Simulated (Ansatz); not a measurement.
HfTiO$_{4}$:
```xyz
24
Lattice="4.6693 0.0000 0.0000 0.0000 11.7890 0.0000 0.0000 0.0000 4.9368" Properties=species:S:1:pos:R:3 pbc="T T T"
Hf     2.3347     3.9096     3.7026
Hf     2.3347     7.8795     1.2342
Hf     0.0000     1.9850     1.2342
Hf     0.0000     9.8041     3.7026
Ti     2.3347     0.8386     3.7026
Ti     2.3347    10.9504     1.2342
Ti     0.0000     5.0559     1.2342
Ti     0.0000     6.7331     3.7026
O      3.4163     0.6292     2.1060
O      1.2530    11.1599     2.8307
O      3.5877     5.2654     4.5744
O      1.0816     6.5237     0.3624
O      1.0816     5.2654     2.8307
O      3.5877     6.5237     2.1060
O      1.2530     0.6292     0.3624
O      3.4163    11.1599     4.5744
O      3.6373     8.1092     4.5216
O      1.0320     3.6798     0.4152
O      3.3667     9.5743     2.0532
O      1.3026     2.2147     2.8836
O      1.3026     9.5743     0.4152
O      3.3667     2.2147     4.5216
O      1.0320     8.1092     2.8836
O      3.6373     3.6798     2.0532
```

Relaxed with r²SCAN.

Give the Bader charges and basin volumes of the independent atoms, plane-wave PAW r²SCAN (Ansatz code).



```tsv
atom	Bader charge (e)	Bader volume (Å³)
Hf1	+2.77	10.1
Ti5	+2.36	6.7
O9	-1.27	12.6
O17	-1.29	13.0
```

Space group Pbcn. The start of the workflow was typed in or built on a structure type; neither database checked (COD, Materials Project) lists it. Its standing as an ambient phase is unchecked. The r²SCAN relaxation kept the symmetry of its start; whether a distortion lowers the energy is not shown. The workflow began spin-polarised and lost its moments. Spin–orbit coupling is left out wherever it is not named.

Potentials: the later of the program's two PAW sets.
